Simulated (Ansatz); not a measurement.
Be2C (fluorite or antifluorite type, Fm-3m) at seven volumes, DFT-PBEsol in the program Ansatz with PAW potentials, scaled uniformly. One row is withheld.

```
V (Å³/atom)  P (GPa)
-----------  -------
6.075          22.85
6.275          14.17
6.475              ?
6.675          -0.01
6.876          -5.78
7.076         -10.84
7.276         -15.26
```

Q: Fit the shown pressures and predict the withheld one.

A: P = (3/2)B₀(x^(7/2) − x^(5/2))[1 + (3/4)(B′ − 4)(x − 1)] with x = (V₀/V)^(2/3). Least squares on the six rows gives V₀ = 6.675 Å³/atom, B₀ = 206 GPa, B′ = 3.50. At V = 6.475, x = 1.0205 and P = 6.61 GPa. The run itself gave 6.60 GPa.

The cell was relaxed with PBEsol under the symmetry of its start.

Potentials: the later of the program's two PAW sets.
